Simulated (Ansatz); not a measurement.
Task: Si$_{3}$N$_{4}$ in space group P6_3/m (No. 176; Si on 6h, N on 2d, N on 6h) is relaxed with r²SCAN in the plane-wave PAW code Ansatz. What lattice parameters of the conventional cell result?

Result: a = 7.606 Å, c = 2.906 Å.

Task: Give the free coordinates with the occupied sites.

Result: In one choice of origin and axes:

```json
[
 {"atom": "Si", "site": "6h", "symmetry": "m..", "x": "0.4060", "y": "0.2306", "z": "0.2500"},
 {"atom": "N", "site": "2d", "symmetry": "-6..", "x": "0.6667", "y": "0.3333", "z": "0.2500"},
 {"atom": "N", "site": "6h", "symmetry": "m..", "x": "0.0313", "y": "0.3303", "z": "0.2500"}
]
```

Task: Is it a metal or does it have a gap at this level?

Result: A gap of 4.99 eV, indirect.

The cell was relaxed with r²SCAN under the symmetry of its start; phonons on a q-mesh show no instability.

Potentials: the earlier of the program's two PAW sets.
